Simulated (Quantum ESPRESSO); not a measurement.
**Kohn-Sham bands of SiO2 (P3₁21)**

```
SiO2
1.0
    4.91497     0.00000     0.00000
   -2.45749     4.25649     0.00000
    0.00000     0.00000     5.43130
Si O
3 6
Direct
  0.53109   0.53109   0.00000
  0.46891   0.00000   0.33333
  0.00000   0.46891   0.66667
  0.26922   0.41339   0.78489
  0.58661   0.85583   0.11822
  0.14417   0.73078   0.45156
  0.41339   0.26922   0.21511
  0.85583   0.58661   0.88178
  0.73078   0.14417   0.54844
```

Structure: Materials Project mp-7000, symmetrised, not relaxed again. COD (Crystallography Open Database) has the formula in 34 space groups, this one among them (matched by group alone). Computed values, not measurements, from PBEsol: Quantum ESPRESSO (norm-conserving PseudoDojo potentials, cutoff 68 Ry, no spin polarisation, no spin-orbit coupling) on a Γ-centred 6×6×4 mesh, then Wannier90. Density: 12×12×6 mesh, cold smearing 0.01 Ry.

Energies are relative to the valence-band maximum; weights are on the orthonormalised atomic waves of the pseudopotential files, averaged over the group. 48 electrons a cell are treated as valence.

| bands | from (eV) | to (eV) | filling | weight on atomic waves |
|---|---|---|---|---|
| 1–6 | -19.27 | -17.02 | filled | (withheld) |
| 7–12 | -9.34 | -4.52 | filled | (withheld) |
| 13–24 | -3.29 | 0.00 | filled | (withheld) |

Task: Which atomic shells make up each group?

Result: 
- 1–6, weight on atomic waves: O 2s 74 %, Si 3p 16 %, Si 3s 8 %
- 7–12, weight on atomic waves: O 2p 75 %, Si 3p 14 %, Si 3s 7 %
- 13–24, weight on atomic waves: O 2p 92 %, Si 3p 4 %

The Kohn-Sham gap over both meshes and the path is 5.87 eV.
